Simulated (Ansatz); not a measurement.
Given:

InP:
Space group F-43m (No. 216); a = b = c = 5.879 Å, α = β = γ = 90.00°

| atom | site | symmetry | x | y | z |
|---|---|---|---|---|---|
| In | 4a | -43m | 0.0000 | 0.0000 | 0.0000 |
| P | 4c | -43m | 0.2500 | 0.2500 | 0.2500 |
(The calculation used a cell of 2 atoms; values per cell refer to that cell.)

This is the PBEsol-relaxed structure.

Task: All from DFT-PBEsol in the program Ansatz with PAW potentials, unless another level is named. Predict the electronic dielectric constant ε∞ (DFPT).

Result: 11.6.

Task: And the largest static χ(2) component?

Result: 260 pm/V.

Task: And the Born charges (a third of the trace)?

Result: In +2.52, P -2.52 e.

Symmetry was held in the PBEsol relaxation. Scalar-relativistic: spin–orbit coupling is off unless named, which matters more the heavier the elements.

Potentials: the earlier of the program's two PAW sets. The files were generated under PBE; for other functionals the program regenerates the frozen cores, and for LDA and PBEsol the local potential too.
